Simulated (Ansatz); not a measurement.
ZnCdSe₂:
```xyz
4
Lattice="2.0649 1.1922 6.8092 -2.0649 1.1922 6.8092 0.0000 -2.3843 6.8092" Properties=species:S:1:pos:R:3 pbc="T T T"
Zn     0.0000     0.0000    10.2016
Cd     0.0000     0.0000     0.0384
Se     0.0000     0.0000     2.6601
Se     0.0000     0.0000    12.6343
```

Plane-wave PAW PBEsol (Ansatz code) gives a gap of 0.63 eV without spin–orbit coupling, maximum at Γ, minimum at Γ.

Problem. What happens when spin–orbit coupling is switched on?

Solution. The gap shrinks by 0.13 eV, to 0.50 eV; maximum on the Γ–T line, 2 % of the way from Γ, minimum at Γ.

Space group R3m. The first step of the workflow began from a Materials Project structure, measured or hypothetical; the Crystallography Open Database copy checked does not list it. Its standing as an ambient phase is unchecked. The cell was relaxed with PBEsol under the symmetry of its start; whether a distortion lowers the energy is not shown.

Potentials: the later of the program's two PAW sets.
